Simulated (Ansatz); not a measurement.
Rocksalt alloy of PbS and PbSe (4 of 32 S sites exchanged), 64 atoms

Ansatz, PAW, plane waves. PBEsol relaxation of volume and atoms (shape held) at the single k point (¼, ¼, ¼) without its symmetry partners; single points on the relaxed atoms at the single k point (¼, ¼, ¼) without its symmetry partners, onto which points of the small cell's zone fold. Arrangement: clustered. No spin–orbit coupling unless named.

Relaxed structure:

```xyz
64
Lattice="11.8485 0.0000 0.0000 0.0000 11.8485 0.0000 0.0000 0.0000 11.8485" Properties=species:S:1:pos:R:3 pbc="T T T"
S     2.9637   11.8484   11.8425
S     2.9617   11.8429    5.9195
S     2.9668    5.9137   11.8369
S     2.9639    5.9169    5.9228
S     8.8780    0.0060   11.8381
S     8.8838   11.8475    5.9241
S     8.8776    5.9141    5.9279
S     0.0028    2.9501   11.8347
S    11.8474    2.9521    5.9206
S     0.0032    8.8861    5.9304
S     5.9177    2.9536   11.8396
S     5.9211    2.9533    5.9178
S     5.9122    8.8863   11.8379
S     5.9179    8.8801    5.9229
S     0.0050    0.0093    2.9633
S    11.8482   11.8483    8.8771
S     0.0022    5.9132    8.8682
S     5.9196   11.8483    2.9580
S     5.9217   11.8457    8.8798
S     5.9108    5.9159    2.9598
S     5.9176    5.9178    8.8757
S     2.9641    2.9522    2.9560
S     2.9616    2.9555    8.8782
S     2.9741    8.8871    2.9634
S     2.9649    8.8819    8.8779
S     8.8790    2.9513    2.9603
S     8.8827    2.9546    8.8754
S     8.8789    8.8878    8.8732
Se    8.8791    5.9182   11.8386
Se    0.0009    8.8867   11.8430
Se    0.0001    5.9213    2.9577
Se    8.8850    8.8874    2.9625
Pb    0.0044    0.0416   11.8444
Pb    0.0049    0.0072    5.9303
Pb    0.0525    5.8700   11.7919
Pb    0.0068    5.9200    5.9639
Pb    5.9190    0.0053   11.8475
Pb    5.9264    0.0025    5.9246
Pb    5.8790    5.9202   11.8434
Pb    5.9219    5.9267    5.9284
Pb    2.9683    2.9569    0.0009
Pb    2.9681    2.9652    5.9267
Pb    3.0063    8.8910   11.8476
Pb    2.9718    8.8893    5.9337
Pb    8.8827    2.9168   11.8433
Pb    8.8915    2.9585    5.9282
Pb    8.8357    8.9383   11.7953
Pb    8.8851    8.8908    5.9672
Pb    2.9721    0.0078    2.9654
Pb    2.9663    0.0046    8.8849
Pb    3.0067    5.9220    2.9653
Pb    2.9692    5.9262    8.8821
Pb    8.8856    0.0435    2.9644
Pb    8.8882    0.0052    8.8807
Pb    8.8347    5.8714    3.0125
Pb    8.8845    5.9232    8.8387
Pb    0.0083    2.9193    2.9649
Pb    0.0047    2.9558    8.8790
Pb    0.0570    8.9400    3.0160
Pb    0.0067    8.8901    8.8430
Pb    5.9218    2.9575    2.9641
Pb    5.9281    2.9644    8.8850
Pb    5.8848    8.8924    2.9665
Pb    5.9195    8.8894    8.8814
```

Problem. What are the mean bond lengths by pair (pairs within 1.2 times the sum of covalent radii, less contacts 15 % beyond the pair's median; cation–cation pairs of compounds aside; long ionic contacts are cut short by that bound)?

Solution. Pb–S 2.955 ± 0.019 Å (standard deviation, 168 bonds); Pb–Se 3.011 ± 0.008 Å (standard deviation, 24 bonds).

Problem. What gap lies between the top filled and the lowest empty level in the single points?

Solution. r²SCAN 1.74 eV (16 s on NVIDIA H100). Away from Γ this isn't the crystal's band gap.
